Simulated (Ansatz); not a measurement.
Starting cell, MgB$_{2}$ (AlB2 type, space group P6/mmm):

```
CELL_PARAMETERS angstrom
      3.06742     0.00000     0.00000
     -1.53371     2.65647     0.00000
      0.00000     0.00000     3.51484
ATOMIC_POSITIONS crystal
  Mg 0.00000 0.00000 0.00000
  B  0.33333 0.66667 0.50000
  B  0.66667 0.33333 0.50000
```

A phonon eigenvector at Γ is frozen into this cell: atom i moves by Q times the vector below, so Q is the largest atomic displacement, in Å. The cell is held.

| atom | x | y | z |
|---|---|---|---|
| B2 | 0.000 | 0.000 | 1.000 |
| B3 | 0.000 | 0.000 | -1.000 |

Atoms not listed stay in place.

These are r2SCAN (plane waves to 500 eV, PAW, scalar-relativistic; Ansatz, a first-principles code) values and carry that method's errors. k mesh 17×17×13 (Γ-centred), Fermi-Dirac smearing 0.05 eV. E stands for the smeared free energy. With partly filled bands, energies and forces of such displacements shift with the k mesh and the smearing. MgB2 was relaxed with its symmetry unable to fall. ΔE is measured from the undisplaced structure. The last digit holds for this mesh only.

| Q (Å) | ΔE (meV/cell) |
|---|---|
| -0.1000 | 197.2 |
| -0.0833 | 137.2 |
| -0.0667 | withheld |
| -0.0500 | 49.5 |
| -0.0333 | 22.0 |
| -0.0167 | 5.5 |
| 0.0000 | 0.0 |
| 0.0167 | 5.5 |
| 0.0333 | 22.0 |
| 0.0500 | 49.5 |
| 0.0667 | withheld |
| 0.0833 | 137.2 |
| 0.1000 | 197.2 |

**Question.** Fit an even polynomial form (powers 2, 4) to the given rows and predict ΔE at Q = -0.0667.

**Answer.** Least squares on the 11 given rows: ΔE = (19860)·Q² + (-13560)·Q⁴, in meV/cell with Q in Å; root-mean-square residual 0.04 meV/cell. At -0.0667 the fit gives 88.1 meV/cell; the calculation gives 88.0 meV/cell, so the interpolation is off by 0.1 (+0.1 %). The quadratic term alone would give 88.4 meV/cell.

(For displaced atoms, the force is minus the slope of the energy, and its curvature is a force constant, which sets phonon frequencies.)
